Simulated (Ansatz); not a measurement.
**TiO2: strain energy, fitted**

TiO2, I4_1/amd, a = 3.778 Å, c = 9.584 Å. The compound has several low-lying forms, and this is one of them. Ansatz: r2SCAN, PAW, 500 eV, Γ-centred 6×6×4 mesh on 12 atoms, Gaussian smearing 0.02 eV; no spin polarisation. Series: strain along c alone, the other axes held, atoms relaxed; x is the strain in per cent. y is the free energy over the unstrained cell, V0 = 11.398 Å³/atom.

| x (%) | y (meV/atom) |
| --- | --- |
| -3.0 | ? |
| -2.0 | 3.04 |
| -1.0 | 0.76 |
| 0.0 | 0.00 |
| 1.0 | 0.73 |
| 2.0 | 2.92 |
| 3.0 | 6.54 |

Q: Fit y = c2 x² + c3 x³ to the other rows, turn c2 into a modulus, and predict the missing energy.

A: Least squares on the rows shown. y = 0.7462 x² − 0.006677 x³. In eV per unit strain² c2 is 7.462; this is C33 with relaxed ions (E = ½ C33 V0 ε²): 2 × 7.462 × 160.2 / (11.398) = 210 GPa. At x = -3.0 the fit asked for gives 6.90 meV/atom. The run gave 6.87 meV/atom, so the fit is 0.03 meV/atom too high, a small miss on the scale of the series.